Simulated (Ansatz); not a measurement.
## Eigenvalues along a path: Sc (dhcp type)

```yaml
crystal:
  lattice:
    - [3.29206, 0.00000, 0.00000]
    - [-1.64603, 2.85101, 0.00000]
    - [0.00000, 0.00000, 10.49761]
  atoms:
    - { symbol: Sc, position: [0.00000, 0.00000, 0.00000] }
    - { symbol: Sc, position: [0.00000, 0.00000, 0.50000] }
    - { symbol: Sc, position: [0.33333, 0.66667, 0.25000] }
    - { symbol: Sc, position: [0.66667, 0.33333, 0.75000] }
```

The cell comes from a relaxation on PAW files under the same functional, begun from a prototype that needn't be the stable phase.

Computed with Ansatz 0.2.0; functional PBE, scalar-relativistic. Settings: a Γ-centred 12×12×4 k mesh, Fermi–Dirac smearing of 0.05 eV, no spin polarisation. Methods: LAPW: all electrons, basis error target 1 meV/atom.

Path points, in fractions of the reciprocal vectors: Γ (0.000, 0.000, 0.000), M (0.500, 0.000, 0.000), K (0.333, 0.333, 0.000), A (0.000, 0.000, 0.500), L (0.500, 0.000, 0.500), H (0.333, 0.333, 0.500). Levels in eV from the Fermi level; bands 17 to 25, counted from the lowest band of the run. The gap is zero, the pressure 0.01 GPa.

```
# k(1/Å) point b17 b18 b19 b20 b21 b22 b23 b24 b25
0.000 Γ -5.16 -3.67 -3.66 -1.70 0.41 0.83 0.88 1.46 1.46
0.157 - -5.04 -3.57 -3.56 -1.60 0.32 0.75 0.85 1.36 1.41
0.315 - -4.71 -3.28 -3.27 -1.32 0.09 0.58 0.79 1.08 1.20
0.472 - -4.19 -2.86 -2.85 -0.94 -0.17 0.37 0.68 0.71 0.96
0.630 - -3.52 -2.36 -2.35 -0.63 -0.40 0.20 0.30 0.43 0.89
0.787 - -2.76 -1.91 -1.89 -0.60 -0.53 -0.09 0.14 0.15 0.99
0.945 - -2.05 -1.63 -1.57 -0.79 -0.49 -0.39 -0.11 0.17 0.92
1.102 M -1.72 -1.56 -1.22 -1.19 -0.49 -0.35 -0.31 0.19 0.86
1.193 - -1.69 -1.52 -1.19 -1.16 -0.49 -0.35 -0.29 0.18 0.83
1.284 - -1.59 -1.43 -1.12 -1.09 -0.47 -0.34 -0.22 0.17 0.74
1.375 - -1.44 -1.29 -1.02 -0.99 -0.45 -0.35 -0.12 0.17 0.60
1.465 - -1.23 -1.10 -0.89 -0.88 -0.43 -0.35 0.01 0.18 0.43
1.556 - -1.01 -0.87 -0.78 -0.75 -0.43 -0.38 0.11 0.19 0.21
1.647 - -0.80 -0.70 -0.63 -0.60 -0.46 -0.41 -0.05 -0.02 0.23
1.738 K -0.67 -0.64 -0.64 -0.46 -0.46 -0.30 -0.30 -0.15 0.25
1.920 - -1.21 -0.81 -0.80 -0.54 -0.51 -0.48 0.20 0.20 0.28
2.102 - -2.08 -1.35 -1.34 -0.56 -0.34 -0.31 0.16 0.32 0.52
2.283 - -3.02 -1.97 -1.96 -0.47 -0.36 -0.03 0.25 0.47 0.61
2.465 - -3.89 -2.61 -2.60 -0.72 -0.27 0.26 0.55 0.67 0.76
2.647 - -4.57 -3.16 -3.15 -1.20 0.02 0.51 0.76 0.97 1.11
2.829 - -5.01 -3.54 -3.52 -1.56 0.29 0.73 0.84 1.33 1.39
3.011 Γ -5.16 -3.67 -3.66 -1.70 0.41 0.83 0.88 1.46 1.46
3.053 - -5.15 -3.85 -3.47 -1.71 0.41 0.77 0.94 1.46 1.46
3.096 - -5.12 -4.03 -3.27 -1.75 0.41 0.69 1.03 1.47 1.47
3.139 - -5.08 -4.20 -3.07 -1.82 0.40 0.62 1.11 1.48 1.48
3.182 - -5.02 -4.35 -2.88 -1.91 0.40 0.56 1.20 1.50 1.50
3.224 - -4.95 -4.50 -2.68 -2.03 0.40 0.51 1.28 1.52 1.52
3.267 - -4.86 -4.63 -2.50 -2.17 0.41 0.47 1.36 1.51 1.54
3.310 A -4.75 -4.75 -2.32 -2.32 0.43 0.43 1.44 1.44 1.56
3.467 - -4.65 -4.65 -2.23 -2.23 0.37 0.37 1.29 1.29 1.57
3.625 - -4.33 -4.33 -1.97 -1.97 0.20 0.20 1.02 1.02 1.40
3.782 - -3.83 -3.83 -1.60 -1.60 0.02 0.02 0.70 0.70 1.17
3.939 - -3.20 -3.20 -1.28 -1.28 -0.14 -0.14 0.40 0.40 1.04
4.097 - -2.53 -2.53 -1.13 -1.13 -0.28 -0.28 0.17 0.17 1.10
4.254 - -1.91 -1.91 -1.18 -1.18 -0.40 -0.40 0.03 0.03 1.21
4.412 L -1.57 -1.57 -1.32 -1.32 -0.44 -0.44 -0.03 -0.03 1.22
4.503 - -1.54 -1.54 -1.29 -1.29 -0.43 -0.43 -0.04 -0.04 1.19
4.593 - -1.45 -1.45 -1.21 -1.21 -0.39 -0.39 -0.07 -0.07 1.11
4.684 - -1.30 -1.30 -1.09 -1.09 -0.33 -0.33 -0.12 -0.12 0.99
4.775 - -1.12 -1.12 -0.94 -0.94 -0.28 -0.28 -0.19 -0.19 0.85
4.866 - -0.92 -0.92 -0.78 -0.78 -0.28 -0.28 -0.25 -0.25 0.70
4.957 - -0.71 -0.71 -0.62 -0.62 -0.37 -0.37 -0.30 -0.30 0.62
5.048 H -0.55 -0.55 -0.53 -0.53 -0.49 -0.49 -0.35 -0.35 0.59
5.230 - -1.09 -1.09 -0.63 -0.63 -0.25 -0.25 -0.24 -0.24 0.66
5.411 - -1.88 -1.88 -0.79 -0.79 -0.15 -0.15 -0.07 -0.07 0.74
5.593 - -2.74 -2.74 -1.02 -1.02 -0.11 -0.11 0.18 0.18 0.82
5.775 - -3.54 -3.54 -1.41 -1.41 -0.03 -0.03 0.53 0.53 1.03
5.957 - -4.19 -4.19 -1.86 -1.86 0.15 0.15 0.92 0.92 1.32
6.139 - -4.61 -4.61 -2.20 -2.20 0.35 0.35 1.26 1.26 1.56
6.320 A -4.75 -4.75 -2.32 -2.32 0.43 0.43 1.44 1.44 1.56
```
